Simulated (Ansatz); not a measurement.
The calculation used DFT PBE, scalar-relativistic, plane waves, PAW in Ansatz. All cells share a 420 eV cutoff and Γ-centred k meshes spaced at most about 0.3 Å⁻¹ (about 0.25 or finer for metals, 2π included). Collinear spin in cells that started with moments and kept them past the coarse steps, no spin elsewhere.

All energies are static (0 K, no zero-point motion). All come from trial cells, and lower structures may exist.

**Question.** These unrelaxed guesses for Ca3TiN are each relaxed within their symmetry. Order them by the energy at which they end, lowest first.
A.

```
Ca Ti N
1.0
     4.67238    0.00000    0.00000
    -2.33619    4.04640    0.00000
     0.00000    0.00000    5.26500
Ca Ti N
3 1 1
Direct
  0.53992 0.00000 0.50000
  0.00000 0.53992 0.50000
  0.46008 0.46008 0.50000
  0.00000 0.00000 0.50000
  0.00000 0.00000 0.00000
```

B.

```
Ca Ti N
1.0
     4.55542    0.00000    0.00000
     0.00000    4.55542    0.00000
     0.00000    0.00000    4.55542
Ca Ti N
3 1 1
Direct
  0.50000 0.50000 0.00000
  0.00000 0.50000 0.50000
  0.50000 0.00000 0.50000
  0.00000 0.00000 0.00000
  0.50000 0.50000 0.50000
```

**Answer.** B (ends in Pm-3m, antiperovskite type, 0 meV/atom), A (ends in P6/mmm, 274 meV/atom). Even the lowest end lies +0.03 eV/atom against the elements.

Another magnetic order may lie lower. Cells relaxed within their symmetry can be saddle points. Some candidate types were left out of the draw beforehand, so a known form may be missing.
